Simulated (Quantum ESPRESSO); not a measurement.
Kohn-Sham bands of MgS (zinc blende)

```yaml
crystal:
  lattice:
    - [0.00000, 2.83312, 2.83312]
    - [2.83312, 0.00000, 2.83312]
    - [2.83312, 2.83312, 0.00000]
  atoms:
    - { symbol: Mg, position: [0.00000, 0.00000, 0.00000] }
    - { symbol: S, position: [0.25000, 0.25000, 0.25000] }
```

Cell from Materials Project (mp-13032), symmetrised, no further relaxation. Not found in the COD (Crystallography Open Database) copy used, which has the formula in other groups; not checked further. Computed values, not measurements, from PBEsol: Quantum ESPRESSO (norm-conserving PseudoDojo potentials, cutoff 68 Ry, no spin polarisation, no spin-orbit coupling) on a Γ-centred 10×10×10 mesh, then Wannier90. Density: 10×10×10 mesh, cold smearing 0.01 Ry.

Energies are relative to the valence-band maximum; weights are on the orthonormalised atomic waves of the pseudopotential files, averaged over the group. 16 electrons a cell are treated as valence.

**Question.** Into which isolated groups do the bands fall, where do they lie and what are they made of?

**Answer.** 
```
bands  from (eV)  to (eV)  filling  weight on atomic waves
-----  ---------  -------  -------  ----------------------
1         -73.54   -73.54   filled              Mg 2s 99 %
2–4       -40.48   -40.47   filled             Mg 2p 100 %
5         -11.27   -10.34   filled   S 3s 89 %, Mg 3s 10 %
6–8        -3.18     0.00   filled    S 3p 90 %, Mg 3s 7 %
```

The Kohn-Sham gap over both meshes and the path is 3.27 eV.
